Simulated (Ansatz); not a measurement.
Re (hcp, Mg type)

```
Re
1.0
    2.77511     0.00000     0.00000
   -1.38756     2.40332     0.00000
    0.00000     0.00000     4.48300
Re
2
Cartesian
  0.00000   1.60221   3.36225
  1.38756   0.80111   1.12075
```

The slice is a (-1 1 0 2) plane (indices of the conventional cell) through the point (0.667, 0.333, 0.250) (fractional), spanned by u = [110] and v = [1 -1 1] in vectors of this cell: u (2.78 Å) and v (6.57 Å, at 90° to u). It covers one period; positions are fractions (u, v).

Method: PBE (plane waves to 420 eV, PAW, scalar-relativistic; Ansatz, a quantum-chemistry and plane-wave program). k mesh 19×19×11. Inside the PAW spheres the values are not all-electron values, and peaks at nuclei hang on which shells count as valence. Re is run without spin polarisation. Re was relaxed with its symmetry unable to fall. Spin-orbit coupling is left out, though Re is heavy.

Three fields on this plane, each scaled to ten steps between its own extremes (0 low, 9 high; the total valence density on a logarithmic scale, the potential cut 8 eV below its top; x marks points blanked near nuclei; v = 0 in the bottom row):

Map A
```
|xxxxx656xxxx|
|xxxx95459xxx|
|xxxx53235xxx|
|xx853111358x|
|665310001356|
|554210001245|
|664310001346|
|x97532123579|
|xxx8532358xx|
|xxxx74347xxx|
|xxxx85458xxx|
|xxxx85458xxx|
|xxxx74347xxx|
|xxx8543458xx|
|x98654445689|
|555544444555|
|233455655433|
|112457775421|
|001357875310|
|001357775310|
|001346664310|
|222345554322|
|554444444445|
|xx865434568x|
|xxxx64446xxx|
|xxxx95459xxx|
|xxxxx656xxxx|
|xxxxx757xxxx|
```

Map B
```
|xxxxx040xxxx|
|xxxx03530xxx|
|xxxx16761xxx|
|xx015898510x|
|013689998631|
|446789998764|
|124679997642|
|x00257875200|
|xxx0267620xx|
|xxxx05650xxx|
|xxxx04640xxx|
|xxxx04640xxx|
|xxxx05650xxx|
|xxx0257520xx|
|x00146664100|
|123444444432|
|666532123566|
|987520002578|
|997410001479|
|997520002579|
|997642124679|
|777654445677|
|123566666532|
|xx004777400x|
|xxxx05750xxx|
|xxxx03530xxx|
|xxxxx040xxxx|
|xxxxx030xxxx|
```

Map C
```
|xxxxx373xxxx|
|xxxx14741xxx|
|xxxx04640xxx|
|xx101343101x|
|443333233334|
|877542224577|
|334443234443|
|x11134443111|
|xxx1257521xx|
|xxxx25852xxx|
|xxxx15751xxx|
|xxxx14641xxx|
|xxxx14641xxx|
|xxx1256521xx|
|x22355555322|
|235665456653|
|456643234665|
|444332223344|
|222222222222|
|222222322222|
|234443334443|
|235776667753|
|003689898630|
|xx136999631x|
|xxxx26862xxx|
|xxxx13631xxx|
|xxxxx262xxxx|
|xxxxx373xxxx|
```

Q: Assign the maps to these fields: electron localisation function (ELF); valence electron density; electrostatic potential energy of an electron, from the cell's mean.

A: A is the valence electron density; B is the electrostatic potential energy of an electron, from the cell's mean; C is the electron localisation function (ELF).
